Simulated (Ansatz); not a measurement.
All-electron LAPW in Ansatz 0.2.0 under LDA, scalar-relativistic, energies extrapolated to zero smearing. Slabs are 1×1 cells cut from bulk crystals relaxed on PAW files, with atoms then relaxed, 16 to 20 Å of vacuum, a dipole correction, k spacings of 0.16 to 0.26 Å⁻¹ and smearing of 0.02 to 0.1 eV, without spin–orbit coupling or spin polarisation. The bulk type named needn't be the stable one, and no reconstruction is allowed.

```json
{"slab": "fcc Au (100), 2 layers", "area (Å²)": "8.19", "γ (J/m²)": "1.40", "Φ (eV)": "5.72", "Δd12 (%)": "-2.9"}
{"slab": "fcc Au (100), 5 layers", "area (Å²)": "8.19", "γ (J/m²)": "1.38", "Φ (eV)": "5.45", "Δd12 (%)": "-1.7"}
{"slab": "fcc Au (100), 3 layers", "area (Å²)": "8.19", "γ (J/m²)": "1.38", "Φ (eV)": "?", "Δd12 (%)": "?"}
```

Task: Fill in "Φ (eV)" for the row "fcc Au (100), 3 layers".

Result: 5.57.

Task: What belongs in the row "fcc Au (100), 3 layers", column "Δd12 (%)"?

Result: -1.6.
